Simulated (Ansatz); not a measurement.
A geometry of NbRu away from equilibrium: step 14 of the relaxation of a randomly generated symmetric cell of NbRu (space group No. 129). Computed with PBE (plane waves to 420 eV, PAW, scalar-relativistic; Ansatz, a quantum-chemistry and plane-wave program). Γ-centred k-mesh 6×6×14 on the run's cell (coarser than for final values), Fermi–Dirac smearing 0.05 eV.

```
NbRu
1.0
    4.66628     0.00000     0.00000
    0.00000     4.66628     0.00000
    0.00000     0.00000     2.88605
Nb Ru
2 2
Cartesian
  0.00000   0.00000   1.44303
  2.33314   2.33314   1.44303
  2.33314   0.00000   0.00034
  0.00000   2.33314   2.88572
```

Task: Which atoms carry the largest force, and which way does it point?

Result: No atom: all forces are below 0.005 eV/Å; only the cell is out of equilibrium.

Task: What is the pressure?

Result: +4.4 GPa, compression positive.

Task: How far above the relaxed end point is this geometry?

Result: 0.03 eV/atom; the path ends in P4/nmm (No. 129).

No spin polarisation in the result.

The run could not lose the symmetry of its start: the end is stationary, and may be a saddle point rather than a minimum.

The end of the path is a generated cell of NbRu: the first start was made by a random draw of sites in a space group, and the end was not matched to a known phase here, so it may be hypothetical.
